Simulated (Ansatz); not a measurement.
# One input, then a changed one: SrC2

First run: DFT, PBEsol, PAW with Ansatz's default frozen-core files, scalar-relativistic (Ansatz 0.2.0).

Command: `ansatz run input.yaml --threads 1 --pin off --max-ram 3072MiB --backend cpu --events-out ev --progress --plain --runs-dir out` It took 5.1 s on 1 thread of Arm Neoverse N1, on a shared host, peak memory 0.32 GiB.

```yaml
crystal:
  lattice:
    - [-2.0488908708, 2.0488908708, 3.4066710956]
    - [2.0488908708, -2.0488908708, 3.4066710956]
    - [2.0488908708, 2.0488908708, -3.4066710956]
  atoms:
    - { symbol: Sr, position: [0.0, 0.0, 0.0] }
    - { symbol: C, position: [0.403322762, 0.403322762, 0.0] }
    - { symbol: C, position: [0.596677238, 0.596677238, 0.0] }
kpoints:
  mp_grid: { grid: [8, 8, 8] }
scf:
  occupations: { method: fermi_dirac, width: 0.03 }
hamiltonian:
  xc: pbesol
  pseudopotentials: { kind: paw }
output:
  forces: true
  stress: true
  eigenvalues: true
  populations: true
```

The cell is Materials Project entry mp-2630, used as a structure alone.

This run: one bond, the shortest of the undistorted cell, set to 1.317 Å.

It converges in 6 SCF iterations at a pressure of -5.52 GPa, largest force 3.585 eV/Å, cutoff 420 eV.

The input is then changed:

```diff
+  symmetry: { detect: false }
 kpoints:
```

**Question.** Predict the outcome of the changed run.

**Answer.** It converges in 6 SCF iterations at a pressure of -5.52 GPa, largest force 3.585 eV/Å, cutoff 420 eV.
